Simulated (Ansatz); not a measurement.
# CdSe: two-dimensional strain map

These are results of Ansatz, DFT r2SCAN, scalar-relativistic, plane waves, PAW, not measurements. Settings: plane waves to 500 eV, k-mesh 6×6×4 (Γ-centred), Gaussian smearing 0.05 eV. No spin polarisation. Energies are free energies at this smearing, counted from the undisturbed cell; pressure is positive in compression.

Reference structure (as given, not relaxed at this level; it stands at 1.5 GPa):

```yaml
crystal:
  lattice:
    - [4.29850, 0.00000, 0.00000]
    - [-2.14925, 3.72261, 0.00000]
    - [0.00000, 0.00000, 7.01520]
  atoms:
    - { symbol: Cd, position: [0.66667, 0.33333, 0.00000] }
    - { symbol: Cd, position: [0.33333, 0.66667, 0.50000] }
    - { symbol: Se, position: [0.66667, 0.33333, 0.37500] }
    - { symbol: Se, position: [0.33333, 0.66667, 0.87500] }
```

The cell is strained by p along both x and y and by q along z, fractional coordinates fixed. Points are written (p, q).

p was sampled at -0.050, -0.025, 0.000, 0.025, 0.050 and q at -0.050, -0.025, 0.000, 0.025, 0.050.

Question: Where on the computed points is the energy highest, and how high?

Answer: At (-0.050, -0.050): 175.7 meV/atom.

Question: Away from (0, 0), which computed point is lowest?

Answer: (0.000, 0.025): -0.9 meV/atom.

The map, in meV/atom:

| p \ q | -0.050 | -0.025 | 0.000 | 0.025 | 0.050 |
| --- | --- | --- | --- | --- | --- |
| -0.050 | 175.7 | 129.7 | 102.4 | 89.6 | 88.0 |
| -0.025 | 90.0 | 51.1 | 30.6 | 24.2 | 28.7 |
| 0.000 | 47.3 | 14.7 | 0.0 | -0.9 | 8.9 |
| 0.025 | 38.1 | 11.1 | 1.6 | 5.6 | 19.8 |
| 0.050 | 55.0 | 33.0 | 28.1 | 36.4 | 54.7 |